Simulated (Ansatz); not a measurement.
Values for one crystal, relaxed and computed with DFT-LDA in the program Ansatz with PAW potentials; other levels are named.

```yaml
volume_per_atom: 17.95 Å³
electronic_character: metallic (no gap)
zone_centre_stability: no imaginary mode at Γ
highest_zone_centre_frequency: 218 cm⁻¹
Formation energy from the elements (no fitted shifts): -0.49 eV/atom
Density of states at the Fermi level: 0.53 states/eV per atom (mean over ±0.08 eV)
```

Question: Which compound is it?
A) TaSe2, CdI2 type
B) ZnCu2SnSe4, I-42m (Sn on 2b, Se on 8i, Cu on 4d, Zn on 2a)
C) Ta2Se, P4/nmm (Ta on 2c, Ta on 2c, Se on 2c)
D) BaTaO3, cubic perovskite

Answer: C, Ta2Se, P4/nmm (Ta on 2c, Ta on 2c, Se on 2c)

The workflow started from a Materials Project entry (that database holds measured and hypothetical structures alike); the Crystallography Open Database files this formula in space group No. 129, but the cells were not matched. Whether it is the stable phase at ambient conditions was not checked. The cell was relaxed with LDA under the symmetry of its start. The run is not spin-polarised. A crystal of weakly bound layers computed without a dispersion correction: the cell and the soft elastic constants depend strongly on that. As this level gives no gap, phonon frequencies hold no LO–TO term and depend on the k-mesh and smearing (Fermi–Dirac, 0.1 eV here). The references are the lowest solids computed at this level, not always the standard phases. Spin–orbit coupling is left out wherever it is not named.

Potentials: the later of the program's two PAW sets.
